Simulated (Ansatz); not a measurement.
CdO (rock salt, Fm-3m) at seven volumes, DFT-PBEsol in the program Ansatz with PAW potentials, scaled uniformly. One row is withheld.

```
V (Å³/atom)  P (GPa)
-----------  -------
11.736             ?
12.123         10.41
12.510          4.75
12.897          0.00
13.284         -3.99
13.671         -7.35
14.058        -10.17
```

Task: Fit the shown pressures and predict the withheld one.

Result: P = (3/2)B₀(x^(7/2) − x^(5/2))[1 + (3/4)(B′ − 4)(x − 1)] with x = (V₀/V)^(2/3). Least squares on the six rows gives V₀ = 12.897 Å³/atom, B₀ = 145 GPa, B′ = 4.79. At V = 11.736, x = 1.0649 and P = 17.16 GPa. The run itself gave 17.16 GPa.

The PBEsol relaxation kept the symmetry of its start. The volume moved by 19 % from the start of the relaxation.

Potentials: the later of the program's two PAW sets.
